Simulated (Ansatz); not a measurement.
PtRhN2:
```cif
data_N6Pt3Rh3
_chemical_formula_sum 'Rh3 Pt3 N6'
_space_group_name_H-M_alt 'R-3m :H'
_space_group_IT_number 166
_space_group_name_Hall '-R 3 2"'
_cell_length_a 2.89097
_cell_length_b 2.89097
_cell_length_c 18.55750
_cell_angle_alpha 90.000
_cell_angle_beta 90.000
_cell_angle_gamma 120.000
loop_
_atom_site_label
_atom_site_type_symbol
_atom_site_symmetry_multiplicity
_atom_site_Wyckoff_symbol
_atom_site_fract_x
_atom_site_fract_y
_atom_site_fract_z
_atom_site_occupancy
Rh1 Rh 3 b 0.00000 0.00000 0.50000 1
Pt1 Pt 3 a 0.00000 0.00000 0.00000 1
N1 N 6 c 0.00000 0.00000 0.10415 1
```
(The calculation used a cell of 4 atoms; values per cell refer to that cell.)

Relaxed with PBEsol.

**Question.** Decompose the optical modes at the zone centre into irreducible representations, and say which are infrared and Raman allowed.

**Answer.** Point group -3m: Γ_opt = A1g + 2A2u + Eg + 2Eu. Infrared: A2u, Eu. Raman: A1g, Eg.

**Question.** Assign frequencies (DFPT, the program Ansatz at the PBEsol level (PAW)).

**Answer.** Eu 121, A2u 260, Eu 358, Eg 415, A2u 621, A1g 745 cm⁻¹.

The start of the workflow was typed in or built on a structure type; neither database checked (COD, Materials Project) lists it. Whether it is the stable phase at ambient conditions was not checked. The cell was relaxed with PBEsol under the symmetry of its start; its stability against distortions is not shown here. The workflow began spin-polarised and lost its moments. Its formation energy is positive at this level, so the cell may be metastable or incomplete. As this level gives no gap, phonon frequencies hold no LO–TO term and depend on the k-mesh and smearing (Fermi–Dirac, 0.1 eV here). Spin–orbit coupling is left out wherever it is not named.

Potentials: the later of the program's two PAW sets.
